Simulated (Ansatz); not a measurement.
# Frozen-phonon scan for TiB2 (AlB2 type, space group P6/mmm)

TiB2 (AlB2 type, space group P6/mmm)

```
TiB2
1.0
    6.06368     0.00000     0.00000
   -1.51592     2.62565     0.00000
    3.03184     0.00000     3.22428
Ti B
2 4
Direct
  0.00000   0.00000   0.00000
  0.50000   0.00000   0.00000
  0.91667   0.66667   0.50000
  0.41667   0.66667   0.50000
  0.08333   0.33333   0.50000
  0.58333   0.33333   0.50000
```

A phonon eigenvector at L = (0.5, 0.0, 0.5) is frozen into this cell: atom i moves by Q times the vector below, so Q is the largest atomic displacement, in Å. The cell is held. (q is in reciprocal vectors of the primitive cell; the cell shown is doubled to hold the pattern.)

```
atom      x      y       z
----  -----  -----  ------
B3    0.000  0.000   1.000
B4    0.000  0.000  -1.000
B5    0.000  0.000  -1.000
B6    0.000  0.000   1.000
```

Atoms not listed stay in place.

All values below come from PBE (plane waves to 420 eV, PAW, scalar-relativistic; Ansatz, a quantum-chemistry and plane-wave program). k mesh 18×18×18 (Γ-centred), Fermi-Dirac smearing 0.05 eV. Energies are smeared free energies. Compression counts positive. With partly filled bands, energies and forces of such displacements shift with the k mesh and the smearing. The PAW data are Ansatz's earlier set. TiB2 is run without spin polarisation. TiB2 was relaxed with its symmetry unable to fall. ΔE is measured from the undisplaced structure.

| Q (Å) | ΔE (meV/cell) | P (GPa) | −dE/dQ from forces (eV/Å) |
|---|---|---|---|
| -0.100 | 279 | 0.9 | 5.611 |
| -0.083 | 194 | 0.6 | 4.664 |
| -0.067 | 124 | 0.4 | 3.724 |
| -0.050 | 70 | 0.2 | 2.788 |
| -0.033 | 31 | 0.1 | 1.857 |
| -0.017 | 8 | 0.0 | 0.928 |
| 0.000 | 0 | 0.0 | 0.000 |
| 0.017 | 8 | 0.0 | -0.928 |
| 0.033 | 31 | 0.1 | -1.857 |
| 0.050 | 70 | 0.2 | -2.788 |
| 0.067 | 124 | 0.4 | -3.724 |
| 0.083 | 194 | 0.6 | -4.664 |
| 0.100 | 279 | 0.9 | -5.611 |

Key numbers:

The energy at Q = 0.100 Å is 279 meV/cell. Space group of the distorted cell: Immm (No. 71), lowered from P6/mmm. Symmetry of the curve: even: the same for both signs. Shape of the curve: a single well with its minimum at or next to zero displacement. Harmonic wavenumber from the curvature (finite differences): 592 cm⁻¹. Wavenumber by perturbation theory (DFPT, on another k mesh): 592 cm⁻¹.

(For displaced atoms, the force is minus the slope of the energy, and its curvature is a force constant, which sets phonon frequencies.)
